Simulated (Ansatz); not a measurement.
**SnO$_{2}$: from a starting cell to a relaxed one**

The start is a generated cell, SnO2 built in the rutile structure type. The cell and all atomic positions are relaxed at zero pressure with PBEsol (plane waves to 420 eV, PAW, scalar-relativistic; Ansatz, a program for electronic structure). The first steps use a coarse 5×5×7 k-mesh.

The start:
```yaml
crystal:
  lattice:
    - [4.91886, 0.00000, 0.00000]
    - [0.00000, 4.91886, 0.00000]
    - [0.00000, 0.00000, 3.16777]
  atoms:
    - { symbol: Sn, position: [0.00000, 0.00000, 0.00000] }
    - { symbol: Sn, position: [0.50000, 0.50000, 0.50000] }
    - { symbol: O, position: [0.30496, 0.30496, 0.00000] }
    - { symbol: O, position: [0.80496, 0.19504, 0.50000] }
    - { symbol: O, position: [0.19504, 0.80496, 0.50000] }
    - { symbol: O, position: [0.69504, 0.69504, 0.00000] }
```

Q: What pressure does the first self-consistent step give?

A: -7.2 GPa (negative: the cell is under tension).

Q: How does the volume per atom move from start to end?

A: -4.7 %, from 12.77 to 12.17 Å³/atom.

Q: How do the shortest distances between atoms change?

A: The closest pairs of elements (up to four, under 3.6 Å), start → end: O–Sn 2.09 → 2.07 Å; O–O 2.71 → 2.61 Å; Sn–Sn 3.17 → 3.21 Å.

Q: Is the relaxed structure metallic? Give its gap.

A: 0.92 eV, direct at Γ (no spin-orbit coupling).

Q: What does it relax into? Give the structure.

A: 
Space group P4₂/mnm (No. 136); a = b = 4.769 Å, c = 3.211 Å, α = β = γ = 90.00°

| atom | site | symmetry | x | y | z |
|---|---|---|---|---|---|
| Sn | 2a | m.mm | 0.0000 | 0.0000 | 0.0000 |
| O | 4f | m.2m | 0.3063 | 0.3063 | 0.0000 |

The space group stays P4₂/mnm (No. 136) (the run could not lower it); the end is rutile type, with 6 atoms in the primitive cell. Final values are on a 7×7×10 k-mesh of the relaxed cell. No spin polarisation in the result.

The run could not lose the symmetry of its start; a randomly shaken copy of 6 atoms returns to this structure.
